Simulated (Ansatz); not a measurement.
NiTe (NiAs type)

```yaml
crystal:
  lattice:
    - [3.97290, 0.00000, 0.00000]
    - [-1.98645, 3.44064, 0.00000]
    - [0.00000, 0.00000, 5.17540]
  atoms:
    - { symbol: Ni, position: [0.00000, 0.00000, 0.00000] }
    - { symbol: Ni, position: [0.00000, 0.00000, 0.50000] }
    - { symbol: Te, position: [0.33333, 0.66667, 0.25000] }
    - { symbol: Te, position: [0.66667, 0.33333, 0.75000] }
```

The slice is a (1 -1 0 0) plane (indices of the conventional cell) through the point (0.333, 0.667, 0.250) (fractional), spanned by u = [110] and v = [001] in vectors of this cell: u (3.97 Å) and v (5.18 Å, at 90° to u). It covers one period; positions are fractions (u, v).

Computed with PBEsol (plane waves to 420 eV, PAW, scalar-relativistic; Ansatz, an electronic-structure program). k mesh 14×14×9. Inside the PAW spheres the values are not all-electron values, and peaks at nuclei hang on which shells count as valence. NiTe is run without spin polarisation. NiTe was relaxed with its symmetry unable to fall. Spin-orbit coupling is left out, though Te is heavy.

Predict the map of the valence electron density on the slice.


```
v \ u  0.00  0.10  0.19  0.29  0.38  0.48  0.57  0.67  0.76  0.86  0.95
-----  ----  ----  ----  ----  ----  ----  ----  ----  ----  ----  ----
0.96    1.2   0.9   0.1  -0.4  -0.7  -0.9  -0.8  -0.6  -0.2   0.6   1.1
0.86    0.2   0.0  -0.3  -0.5  -0.7  -0.7  -0.7  -0.6  -0.4  -0.2   0.2
0.75   -0.6  -0.6  -0.7  -0.7  -0.6  -0.5  -0.6  -0.7  -0.7  -0.7  -0.6
0.64   -1.2  -1.1  -1.0  -0.8  -0.5  -0.4  -0.5  -0.6  -0.9  -1.1  -1.2
0.54   -1.4  -1.3  -1.0  -0.7  -0.5  -0.3  -0.4  -0.6  -0.9  -1.2  -1.4
0.43   -1.4  -1.3  -1.0  -0.7  -0.5  -0.4  -0.4  -0.6  -0.9  -1.2  -1.3
0.32   -1.0  -1.0  -0.9  -0.8  -0.6  -0.5  -0.5  -0.7  -0.8  -1.0  -1.0
0.21   -0.4  -0.4  -0.6  -0.7  -0.7  -0.6  -0.6  -0.7  -0.6  -0.5  -0.4
0.11    0.7   0.4  -0.2  -0.5  -0.7  -0.8  -0.8  -0.6  -0.3   0.1   0.6
0.00    1.2   1.0   0.2  -0.4  -0.7  -0.9  -0.8  -0.6  -0.2   0.7   1.2
```

Values: log₁₀ of the valence density in e/Å³. The scale is logarithmic, as a density can span decades between atoms and voids.
